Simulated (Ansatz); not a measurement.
WS2 (2H-MoS2 type, space group P6_3/mmc)

```
WS2
1.0
    3.15429     0.00000     0.00000
   -1.57715     2.73170     0.00000
    0.00000     0.00000    12.14086
W S
2 4
Direct
  0.33333   0.66667   0.25000
  0.66667   0.33333   0.75000
  0.33333   0.66667   0.62030
  0.66667   0.33333   0.12030
  0.66667   0.33333   0.37970
  0.33333   0.66667   0.87970
```

The slice is a (1 -1 0 0) plane (indices of the conventional cell) through the point (0.667, 0.333, 0.750) (fractional), spanned by u = [110] and v = [001] in vectors of this cell: u (3.15 Å) and v (12.14 Å, at 90° to u). It covers one period; positions are fractions (u, v).

Calculation: PBE-D3(BJ) (plane waves to 420 eV, PAW, scalar-relativistic; Ansatz, a program for electronic structure). k mesh 12×12×3. Near the nuclei the fields are pseudised (PAW); where an atom keeps semicore shells as valence, they peak there. Spin-orbit coupling is left out, though W is heavy. The PAW data are Ansatz's earlier set. WS2 is run without spin polarisation. WS2 was relaxed with its symmetry unable to fall.

Sketch the electron localisation function (ELF) on this plane as a map.


| v \ u | 0.00 | 0.12 | 0.25 | 0.38 | 0.50 | 0.62 | 0.75 | 0.88 |
|---|---|---|---|---|---|---|---|---|
| 0.92 | 0.28 | 0.22 | 0.36 | 0.65 | 0.70 | 0.65 | 0.36 | 0.22 |
| 0.83 | 0.07 | 0.13 | 0.45 | 0.73 | 0.79 | 0.73 | 0.45 | 0.13 |
| 0.75 | 0.40 | 0.23 | 0.06 | 0.04 | 0.05 | 0.04 | 0.06 | 0.23 |
| 0.67 | x | 0.82 | 0.85 | 0.46 | 0.08 | 0.46 | 0.85 | 0.82 |
| 0.58 | 0.49 | 0.74 | 0.79 | 0.41 | 0.15 | 0.41 | 0.79 | 0.74 |
| 0.50 | 0.17 | 0.18 | 0.17 | 0.29 | 0.42 | 0.29 | 0.17 | 0.18 |
| 0.42 | 0.49 | 0.74 | 0.79 | 0.41 | 0.15 | 0.41 | 0.79 | 0.74 |
| 0.33 | x | 0.82 | 0.85 | 0.46 | 0.08 | 0.46 | 0.85 | 0.82 |
| 0.25 | 0.40 | 0.23 | 0.06 | 0.04 | 0.05 | 0.04 | 0.06 | 0.23 |
| 0.17 | 0.07 | 0.13 | 0.45 | 0.73 | 0.79 | 0.73 | 0.45 | 0.13 |
| 0.08 | 0.28 | 0.22 | 0.36 | 0.65 | 0.70 | 0.65 | 0.36 | 0.22 |
| 0.00 | x | x | 0.56 | 0.20 | 0.34 | 0.20 | 0.56 | x |

Values: electron localisation function (ELF). Points within 0.5 Å of a nucleus are blanked (x), as the pseudised field means little there.
